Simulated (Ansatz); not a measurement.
Starting cell, AlCo (CsCl type):

```
AlCo
1.0
    2.85208     0.00000     0.00000
    0.00000     2.85208     0.00000
    0.00000     0.00000     2.85208
Al Co
1 1
Direct
  0.00000   0.00000   0.00000
  0.50000   0.50000   0.50000
```

In this cell atom 2 (Co, nearest neighbour Al at 2.470 Å; its periodic images, 2.9 Å or more away, move with it) is moved by s along Cartesian [111], unit vector (0.577, 0.577, 0.577); all other atoms and the cell stay fixed.

Method: PBE (plane waves to 420 eV, PAW, scalar-relativistic; Ansatz, a first-principles code). k mesh 13×13×13 (Γ-centred), Fermi-Dirac smearing 0.05 eV. With partly filled bands, energies and forces of such displacements shift with the k mesh and the smearing. F∥ is the force on the atom along that direction. AlCo is run without spin polarisation. AlCo was relaxed with its symmetry unable to fall. 

```
s (Å)   F∥ (eV/Å)
------  ---------
-0.490      5.616
-0.392      3.846
-0.294      2.537
-0.196      1.537
-0.098      0.724
0.000       0.000
0.098      -0.724
0.196      -1.537
0.294      -2.537
0.392      -3.846
0.490      -5.616
```

Task: What is the force constant k = d²E/ds² of this move at s = 0?

Result: 7.24 eV/Å². The forces along the line at the two nearest points give (0.724 − (-0.724)) / (2·0.098) = 7.39 eV/Å²; the next pair corrects for the finite step.

Task: With two atoms in the cell this is the zone-centre optical mode. What wavenumber follows?

Result: 326 cm⁻¹. Reduced mass μ = 18.51 u; ν̃ = 521.5·√(k/μ) with k = 7.24 eV/Å².

(For displaced atoms, the force is minus the slope of the energy, and its curvature is a force constant, which sets phonon frequencies.)
